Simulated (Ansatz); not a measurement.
A geometry of Bi away from equilibrium: step 2 of the relaxation of a generated trial cell of Bi in the trigonal-Se structure type. Calculation: r2SCAN (plane waves to 500 eV, PAW, scalar-relativistic; Ansatz, an electronic-structure program). Γ-centred k-mesh 7×7×6 on the run's cell (coarser than for final values), Fermi–Dirac smearing 0.05 eV. The plane waves were selected for a different cell earlier on the path.

```
CELL_PARAMETERS angstrom
      5.11915     0.00000     0.00000
     -2.55958     4.43331     0.00000
      0.00000     0.00000     5.86202
ATOMIC_POSITIONS crystal
  Bi 0.26297 0.00000 0.83333
  Bi 0.00000 0.26297 0.16667
  Bi 0.73703 0.73703 0.50000
```

Give the Cartesian forces on all atoms (eV/Å).


```
atom     Fx     Fy    Fz
----  -----  -----  ----
Bi1    0.67   0.00  0.00
Bi2   -0.34   0.58  0.00
Bi3   -0.34  -0.58  0.00
```

The path ends in Pm-3m (No. 221) (AFLOW prototype A_cP1_221_a (A_h)). No spin polarisation in the result.

The run could not lose the symmetry of its start: the end is stationary, and may be a saddle point rather than a minimum.

The end of the path is a generated cell of Bi: the first start was made by placing the elements on the sites of a structure type, and the end was not matched to a known phase here, so it may be hypothetical. Known forms of Bi include space group No. 166.
